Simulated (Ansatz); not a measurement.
A generator proposed this cell of LaF5.

```
CELL_PARAMETERS angstrom
4.14271 0.00000 0.00000
0.00000 4.14271 0.00000
0.00000 0.00000 5.90821
ATOMIC_POSITIONS crystal
La 0.00000 0.00000 0.50000
F 0.50000 0.50000 0.69425
F 0.50000 0.50000 0.30575
F 0.50000 0.50000 0.84641
F 0.50000 0.50000 0.15359
F 0.50000 0.50000 0.00000
```

Level of theory: DFT PBE, scalar-relativistic, plane waves, PAW (Ansatz). Plane waves to 420 eV, a k mesh through Γ of 4×4×4 on the computed 6-atom cell and Gaussian smearing (0.10 eV); no spin polarisation.

Energies over the elements count from the elements' standard structures at the same level (F₂ as a molecule), with no fitted energy shifts.

Q: Estimate its pressure, forces and energy as it stands.

A: The pressure is 257.9 GPa (the mean over three directions, positive in compression), the largest force is 117.42 eV/Å, and the energy is +17.78 eV/atom against the elements. The shortest distance is 0.90 Å, so close that the PAW spheres overlap strongly and these values are rough.

Q: Is it a good guess?

A: A poor one: relaxing gains about 19.5 eV/atom (the start's value is from the coarse mesh, so the gain is rough) in 42 ionic steps and ends at −1.68 eV/atom on the finer mesh. The symmetry stays P4/mmm (No. 123). The volume per atom grows by 11.7 %, from 16.9 to 18.9 Å³. The shortest distance goes from 0.90 Å (F–F) to 1.67 Å (F–F). The ratio c/a of the conventional cell changes by a factor of 2.22. Conventional cell: a = 3.295 Å, c = 10.432 Å. Around La lie 8 F at 2.59 Å and 4 La at 3.30 Å; F on a site of symmetry 4mm is surrounded by 1 F at 2.25 Å, 1 F at 2.42 Å and 4 La at 2.59 Å; around F on a second site of symmetry 4mm lie 1 F at 1.67 Å and 1 F at 2.42 Å (long against covalent radii, as for large ions); 1 more site not described.

The last run used a 12×12×4 mesh (in the run's order of axes) for its 6-atom cell and Gaussian smearing of 0.10 eV. No dispersion correction is applied, so the spacing and binding between layers, chains or molecules are poorly described. The cell is a metal run without spin; a magnetic state may lie lower. The relaxation can't lower the symmetry of the start, and the grade says only how near the guess is to its own end. Symmetry constrained the relaxation, so the result can be a saddle point. Another cell of LaF5 relaxed alike, in P-6m2, lies 0.70 eV/atom lower, so this cell isn't the stable form at this level.
